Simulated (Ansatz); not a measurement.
Starting cell, GaN (zinc blende):

```
CELL_PARAMETERS angstrom
      0.00000     4.49817     4.49817
      2.24908     2.24908     4.49817
      2.24908     2.24908     0.00000
ATOMIC_POSITIONS crystal
  N  0.00000 0.75000 0.75000
  N  0.50000 0.75000 0.75000
  Ga 0.00000 0.00000 0.00000
  Ga 0.50000 0.00000 0.00000
```

A phonon eigenvector at X = (0.5, 0.5, 0.0) is frozen into this cell: atom i moves by Q times the vector below, so Q is the largest atomic displacement, in Å. The cell is held. It is one choice among 2 degenerate patterns. (q is in reciprocal vectors of the primitive cell; the cell shown is doubled to hold the pattern.)

```json
[
 {"atom": "N1", "x": "0.579", "y": "0.000", "z": "0.000"},
 {"atom": "N2", "x": "-0.579", "y": "0.000", "z": "0.000"},
 {"atom": "Ga3", "x": "0.000", "y": "1.000", "z": "0.000"},
 {"atom": "Ga4", "x": "0.000", "y": "-1.000", "z": "0.000"}
]
```

These are r2SCAN (plane waves to 500 eV, PAW, scalar-relativistic; Ansatz, a first-principles code) values and carry that method's errors. k mesh 13×13×13 (Γ-centred), Fermi-Dirac smearing 0.05 eV. Energies are smeared free energies. GaN was relaxed with its symmetry unable to fall. The PAW data are Ansatz's earlier set. ΔE is measured from the undisplaced structure.

| Q (Å) | ΔE (meV/cell) |
|---|---|
| -0.1000 | 103.2 |
| -0.0833 | withheld |
| -0.0667 | 46.0 |
| -0.0500 | 25.9 |
| -0.0333 | 11.5 |
| -0.0167 | 2.9 |
| 0.0000 | 0.0 |
| 0.0167 | 2.9 |
| 0.0333 | 11.5 |
| 0.0500 | 25.9 |
| 0.0667 | 46.0 |
| 0.0833 | withheld |
| 0.1000 | 103.2 |

Q: Fit an even polynomial form (powers 2, 4) to the given rows and predict ΔE at Q = 0.0833.

A: Least squares on the 11 given rows: ΔE = (10360)·Q² + (-4403)·Q⁴, in meV/cell with Q in Å; root-mean-square residual 0.02 meV/cell. At 0.0833 the fit gives 71.7 meV/cell; the calculation gives 71.8 meV/cell, so the interpolation is off by -0.1 (-0.1 %). The quadratic term alone would give 71.9 meV/cell.

(For displaced atoms, the force is minus the slope of the energy, and its curvature is a force constant, which sets phonon frequencies.)
